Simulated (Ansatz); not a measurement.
Problem. Name crystals whose computed values (r²SCAN (plane waves, PAW; program Ansatz)) fall in these windows: gap (eV) 0.66 to 0.87; electron conductivity mass (mₑ) 1.9 to 2.5.

Solution. 

| crystal | gap (eV) | electron conductivity mass (mₑ) |
|---|---|---|
| AgPbF6, P-1 (Pearson symbol aP8) | 0.79 | 2.3 |
Others may fit too.

Spin orders computed, not proven ground states: AgPbF6, P-1 (Pearson symbol aP8) ferromagnetic. Standing as an ambient phase not checked: AgPbF6, P-1 (Pearson symbol aP8). Perhaps ordered models of mixed-site phases: AgPbF6, P-1 (Pearson symbol aP8). The cell was relaxed under the symmetry of its start. Scalar-relativistic: spin–orbit coupling is off unless named, which matters more the heavier the elements.

Potentials: the later of the program's two PAW sets.
